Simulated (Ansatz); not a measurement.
Input:

ScPdN₂:
Space group R-3m, hexagonal axes (No. 166); a = b = 3.2838 Å, c = 17.8331 Å, α = β = 90.00°, γ = 120.00°

| atom | site | symmetry | x | y | z |
|---|---|---|---|---|---|
| Sc | 3b | -3m | 0.0000 | 0.0000 | 0.5000 |
| Pd | 3a | -3m | 0.0000 | 0.0000 | 0.0000 |
| N | 6c | 3m | 0.0000 | 0.0000 | 0.1064 |
(The calculation used a cell of 4 atoms; values per cell refer to that cell.)

This is the PBE-relaxed structure.

All from DFT-PBE in the program Ansatz with PAW potentials, unless another level is named. Estimate the electronic character.

metallic (no gap).

Next, the formation energy from the elements (no fitted shifts)?

-12 kJ/mol of atoms.

What about the density of states at the Fermi level?

1.1 states/eV per atom (mean over ±0.08 eV).

The start of the workflow was typed in or built on a structure type; neither database checked (COD, Materials Project) lists it. Its standing as an ambient phase is unchecked. The PBE relaxation kept the symmetry of its start; whether a distortion lowers the energy is not shown. The run is not spin-polarised. With an odd number of electrons in the cell and no spin polarisation, the count alone makes it a metal. The references are the lowest solids computed at this level, not always the standard phases (solids in place of the gases). Spin–orbit coupling is left out wherever it is not named.

Potentials: the later of the program's two PAW sets.
